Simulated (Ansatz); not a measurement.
Here is the system:

HfSi:
```xyz
2
Lattice="0.0000 2.6777 2.6777 2.6777 0.0000 2.6777 2.6777 2.6777 0.0000" Properties=species:S:1:pos:R:3 pbc="T T T"
Si     0.0000     0.0000     0.0000
Hf     2.6777     2.6777     2.6777
```

This is the PBE-relaxed structure.

Problem. All from PBE in the plane-wave PAW code Ansatz, unless another level is named. Predict the electronic character.

Solution. metallic (no gap).

Problem. What about the density of states at the Fermi level?

Solution. 0.21 states/eV per atom (mean over ±0.08 eV).

Problem. Next, the formation energy from the elements (no fitted shifts)?

Solution. -0.56 eV/atom.

Space group Fm-3m (rock salt). A made-up cell: these elements were put on the sites of a structure type; neither database checked (COD, Materials Project) lists it. COD files the formula under space group No. 62, so this cell is another polymorph or a model. Whether it is the stable phase at ambient conditions was not checked. The cell was relaxed with PBE under the symmetry of its start; its stability against distortions is not shown here. No spin polarisation was allowed. The references are the lowest solids computed at this level, not always the standard phases. Spin–orbit coupling is left out wherever it is not named.

Potentials: the later of the program's two PAW sets.
